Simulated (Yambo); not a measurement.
## Optical response of MgTiF₆

```
CELL_PARAMETERS angstrom
      2.60828     1.50589     4.44451
     -2.60828     1.50589     4.44451
      0.00000    -3.01178     4.44451
ATOMIC_POSITIONS crystal
  F  0.67162 0.84246 0.24225
  F  0.32838 0.15754 0.75775
  F  0.24225 0.67162 0.84246
  F  0.75775 0.32838 0.15754
  F  0.84246 0.24225 0.67162
  F  0.15754 0.75775 0.32838
  Mg 0.50000 0.50000 0.50000
  Ti 0.00000 0.00000 0.00000
```

Yambo, RPA with local fields on PBEsol bands; 4×4×4 mesh, 92 bands, 3 Ry local-field block, 0.2 eV broadening; field along x.

| E (eV) | Im ε | Re ε | Im ε, independent particles |
|---|---|---|---|
| 0.0 | 0.00 | 2.27 | 0.00 |
| 0.4 | 0.00 | 2.28 | 0.00 |
| 0.8 | 0.00 | 2.28 | 0.01 |
| 1.1 | 0.01 | 2.29 | 0.01 |
| 1.5 | 0.01 | 2.31 | 0.02 |
| 1.9 | 0.01 | 2.33 | 0.02 |
| 2.2 | 0.02 | 2.35 | 0.03 |
| 2.6 | 0.02 | 2.38 | 0.04 |
| 3.0 | 0.02 | 2.42 | 0.05 |
| 3.4 | 0.03 | 2.48 | 0.07 |
| 3.8 | 0.04 | 2.55 | 0.11 |
| 4.1 | 0.06 | 2.64 | 0.17 |
| 4.5 | 0.10 | 2.78 | 0.31 |
| 4.9 | 0.22 | 3.02 | 0.85 |
| 5.2 | 0.69 | 3.24 | 3.17 |
| 5.6 | 0.92 | 2.93 | 3.63 |
| 6.0 | 1.41 | 2.67 | 2.17 |
| 6.4 | 1.37 | 2.28 | 1.16 |
| 6.8 | 0.87 | 1.92 | 0.74 |
| 7.1 | 0.62 | 2.10 | 0.62 |
| 7.5 | 0.54 | 2.46 | 0.74 |
| 7.9 | 0.86 | 2.68 | 1.51 |
| 8.2 | 1.17 | 2.50 | 1.70 |
| 8.6 | 0.94 | 2.44 | 1.27 |
| 9.0 | 1.07 | 2.88 | 1.95 |
| 9.4 | 1.72 | 3.15 | 3.04 |
| 9.8 | 2.64 | 2.74 | 2.55 |
| 10.1 | 3.42 | 2.15 | 1.50 |
| 10.5 | 2.89 | -0.05 | 0.83 |
| 10.9 | 1.28 | 0.21 | 0.65 |
| 11.2 | 1.34 | 0.47 | 0.86 |
| 11.6 | 0.83 | 0.46 | 0.68 |
| 12.0 | 0.56 | 0.90 | 0.46 |
| 12.4 | 0.70 | 1.04 | 0.59 |
| 12.8 | 0.78 | 1.00 | 0.72 |
| 13.1 | 0.55 | 1.11 | 0.61 |
| 13.5 | 0.60 | 1.23 | 0.66 |
| 13.9 | 0.64 | 1.27 | 0.71 |
| 14.2 | 0.71 | 1.35 | 0.77 |
| 14.6 | 0.74 | 1.26 | 0.78 |
| 15.0 | 0.70 | 1.31 | 0.76 |
| 15.4 | 0.69 | 1.30 | 0.80 |
| 15.8 | 0.82 | 1.30 | 0.96 |
| 16.1 | 0.69 | 1.24 | 0.81 |
| 16.5 | 0.66 | 1.33 | 0.79 |
| 16.9 | 0.74 | 1.42 | 0.92 |
| 17.2 | 0.82 | 1.35 | 1.06 |
| 17.6 | 0.82 | 1.30 | 1.08 |
| 18.0 | 0.81 | 1.31 | 1.05 |
| 18.4 | 0.90 | 1.30 | 1.10 |
| 18.8 | 0.93 | 1.18 | 1.09 |
| 19.1 | 0.84 | 1.19 | 1.01 |
| 19.5 | 0.85 | 1.17 | 0.99 |
| 19.9 | 0.84 | 1.20 | 0.99 |

Structure narrower than a few tenths of an eV can come from the finite k mesh. Convergence of the RPA response with its 4×4×4 mesh was not tested. No excitonic effects at this level.

Geometry of the Materials Project entry, not relaxed at this level.

The structure is a Materials Project entry; no match was found in the copy of COD used, and its stability was not checked.
